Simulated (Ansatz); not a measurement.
YF₃:
```
CELL_PARAMETERS angstrom
      6.37633     0.00000     0.00000
      0.00000     6.86325     0.00000
      0.00000     0.00000     4.37605
ATOMIC_POSITIONS crystal
  Y  0.63112 0.75000 0.93804
  Y  0.36888 0.25000 0.06196
  Y  0.86888 0.25000 0.43804
  Y  0.13112 0.75000 0.56196
  F  0.16528 0.43681 0.37961
  F  0.83472 0.56319 0.62039
  F  0.33472 0.56319 0.87961
  F  0.66528 0.43681 0.12039
  F  0.66528 0.06319 0.12039
  F  0.33472 0.93681 0.87961
  F  0.83472 0.93681 0.62039
  F  0.16528 0.06319 0.37961
  F  0.52258 0.25000 0.58818
  F  0.47742 0.75000 0.41182
  F  0.97742 0.75000 0.08818
  F  0.02258 0.25000 0.91182
```

Relaxed with r²SCAN. Special points in fractions of this cell's reciprocal vectors: Γ (0.000, 0.000, 0.000); X (0.500, 0.000, 0.000); S (0.500, 0.500, 0.000); Y (0.000, 0.500, 0.000); Z (0.000, 0.000, 0.500); U (0.500, 0.000, 0.500); R (0.500, 0.500, 0.500); T (0.000, 0.500, 0.500).

**Question.** List the band energies nearest the valence-band maximum at these points for DFT-r²SCAN in the program Ansatz with PAW potentials.

**Answer.** In eV from the valence-band maximum; about four levels below and three above (degenerate sets whole), none deeper than 8.9 eV; points with the same levels are listed once.

```csv
k,below,above
Γ,-0.16 -0.11 -0.08 -0.04,8.76 9.00 9.08
X,-0.13 -0.13 -0.13 -0.13,8.94 8.94 9.22 9.22
S,-0.15 -0.15 -0.15 -0.15,9.13 9.13 9.13 9.13
Y,-0.21 -0.21 -0.15 -0.15,8.93 8.93 9.10 9.10
Z,-0.39 -0.39 0.00 0.00,8.67 8.67 9.12 9.12
U,-0.43 -0.43 -0.03 -0.03,8.72 8.72 9.17 9.17
R,-0.21 -0.21 -0.21 -0.21,9.00 9.00 9.00 9.00
T,-0.39 -0.39 -0.09 -0.09,8.85 8.85 9.00 9.00
```

Space group Pnma. The workflow started from a Materials Project entry (that database holds measured and hypothetical structures alike); the Crystallography Open Database files this formula in space group No. 62, but the cells were not matched. Whether it is the stable phase at ambient conditions was not checked. The cell was relaxed with r²SCAN under the symmetry of its start; its stability against distortions is not shown here. No spin polarisation was allowed. Spin–orbit coupling is left out wherever it is not named.

Potentials: the later of the program's two PAW sets.
